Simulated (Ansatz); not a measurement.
**What DFT gives for HBrO**

```xyz
6
Lattice="3.4797 0.0000 0.0000 0.0000 3.4797 0.0000 0.0000 0.0000 6.6798" Properties=species:S:1:pos:R:3 pbc="T T T"
H     0.0000    1.7399    1.1950
H     1.7399    0.0000    5.4848
Br    0.0000    1.7399    4.1301
Br    1.7399    0.0000    2.5497
O     0.0000    0.0000    0.0000
O     1.7399    1.7399    0.0000
```

Single point in Ansatz 0.2.0 with PBEsol, no spin polarisation. Cutoff 420 eV, PAW datasets, 10×10×5 Γ-centred k mesh, fermi-dirac filling (width 0.1 eV).

**Electronic structure.** It is a metal, with about 8.2 states/eV a cell as the mean within 0.25 eV of the Fermi level, mostly Br p (60 %) and O p (38 %).
**Forces.** The largest is on H1 (and as large on other atoms): 1.94 eV/Å, components (0.00, 0.00, -1.94). It makes 56° with the line to a nearest neighbour, O5 at 2.11 Å.
**Charges.** Bader charges in e: H +0.38, Br +0.03, O -0.41. In the mean H gives up most and O takes most.
**Stress.** The pressure is -9.6 GPa (compression positive), so with the atoms held at these fractions the cell would first shrink; the forces are large, so a full relaxation may end otherwise.

Origin: a known structure type with other elements, at an estimated volume, so it need not be a known compound. Caveats: many states at the Fermi level without spin polarisation, so a magnetic state may lie lower; atoms or cell far from equilibrium.
